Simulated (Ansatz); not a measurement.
**Property card for NbAg**

NbAg:
```cif
data_Ag2Nb2
_chemical_formula_sum 'Ag2 Nb2'
_space_group_name_H-M_alt 'P 1'
_space_group_IT_number 1
_cell_length_a 4.74362
_cell_length_b 2.76273
_cell_length_c 5.30345
_cell_angle_alpha 90.000
_cell_angle_beta 90.000
_cell_angle_gamma 90.000
loop_
_space_group_symop_operation_xyz
  'x, y, z'
loop_
_atom_site_label
_atom_site_type_symbol
_atom_site_fract_x
_atom_site_fract_y
_atom_site_fract_z
_atom_site_occupancy
Ag1 Ag 0.25000 0.00000 0.85445 1
Ag2 Ag 0.75000 0.00000 0.14555 1
Nb1 Nb 0.25000 0.50000 0.35269 1
Nb2 Nb 0.75000 0.50000 0.64731 1
```

Space group Pmma (No. 51); conventional cell a = 4.744 Å, b = 2.763 Å, c = 5.303 Å, α = 90.00°, β = 90.00°, γ = 90.00°.

Method: r²SCAN in the plane-wave PAW code Ansatz. The cell and atoms are relaxed at this level. Other levels are named where they apply.

**Cell and energy**

| Item | Result |
|---|---|
| Volume per atom | 17.38 Å³ |
| Density | 9.59 g/cm³ |
| Formation energy from the elements (no fitted shifts) | 28 kJ/mol of atoms |

**Electronic structure**

| Item | Result |
|---|---|
| Electronic character | metallic (no gap) |
| Density of states at the Fermi level | 0.52 states/eV per atom (mean over ±0.08 eV) |

**Mechanics**

| Item | Value |
|---|---|
| Bulk modulus (Birch–Murnaghan fit) | 151 GPa |
| Pressure derivative B′ | 5.2 |

**Charges**

| Item | Value |
|---|---|
| Bader charges | Ag -0.61, Nb +0.61 e |

The start of the workflow was typed in or built on a structure type; neither database checked (COD, Materials Project) lists it. Whether it is the stable phase at ambient conditions was not checked. The r²SCAN relaxation kept the symmetry of its start; its stability against distortions is not shown here. The run is not spin-polarised. Its formation energy is positive at this level, so the cell may be metastable or incomplete. Axis ratios of metals converge slowly with the k-mesh, so a and c are less sure than the volume. The references are the lowest solids computed at this level, not always the standard phases. Spin–orbit coupling is left out wherever it is not named.

Potentials: the earlier of the program's two PAW sets.
